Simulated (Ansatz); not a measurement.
ZnCdO2:
```cif
data_CdO2Zn
_chemical_formula_sum 'Zn1 Cd1 O2'
_space_group_name_H-M_alt 'P3m1'
_space_group_IT_number 156
_space_group_name_Hall 'P 3 -2"'
_cell_length_a 3.38052
_cell_length_b 3.38052
_cell_length_c 5.62302
_cell_angle_alpha 90.000
_cell_angle_beta 90.000
_cell_angle_gamma 120.000
loop_
_atom_site_label
_atom_site_type_symbol
_atom_site_symmetry_multiplicity
_atom_site_Wyckoff_symbol
_atom_site_fract_x
_atom_site_fract_y
_atom_site_fract_z
_atom_site_occupancy
Zn1 Zn 1 a 0.00000 0.00000 0.99646 1
Cd1 Cd 1 c 0.66667 0.33333 0.48920 1
O1 O 1 c 0.66667 0.33333 0.09821 1
O2 O 1 a 0.00000 0.00000 0.65213 1
```

Relaxed with r²SCAN. The program Ansatz at the r²SCAN level (PAW) gives a gap of 0.43 eV.

What gap does HSE06 give on the same cell (Ansatz, PAW)?

1.49 eV, 1.06 eV more. The hybrid was solved on a coarser mesh and at special points; its gap is the smallest among all of these.

```
k  v1 r²SCAN  c1 r²SCAN  v1 HSE06  c1 HSE06
-  ---------  ---------  --------  --------
Γ       0.00       0.43      0.00      1.49
A      -0.26       2.67       [?]       [?]
K      -1.37       7.05       [?]       [?]
H      -1.18       7.14       [?]       [?]
M      -0.62       5.37       [?]       [?]
L      -1.02       5.34     -1.07      6.50
```

Top valence (v1) and lowest conduction level (c1) in eV from each method's valence maximum (which need not be a listed point): supply the withheld HSE06 values.


- H, v1 HSE06: -1.27
- H, c1 HSE06: 8.25
- M, v1 HSE06: -0.66
- M, c1 HSE06: 6.57
- A, v1 HSE06: -0.25
- A, c1 HSE06: 3.77
- K, v1 HSE06: -1.48
- K, c1 HSE06: 8.12

Cost on shared cores: the r²SCAN run (SCF on a 9×9×5 mesh, then bands and DOS) very roughly 70 core-seconds, the HSE06 run (SCF on 7×7×4, then a few points) about 6 core-minutes (a rough figure); the tasks are unlike.

The first step of the workflow began from a Materials Project structure, measured or hypothetical; the Crystallography Open Database copy checked does not list it. Whether it is the stable phase at ambient conditions was not checked. The r²SCAN relaxation kept the symmetry of its start; of distortions, only those at the zone centre were tested. Spin–orbit coupling is left out wherever it is not named.

Potentials: the later of the program's two PAW sets.
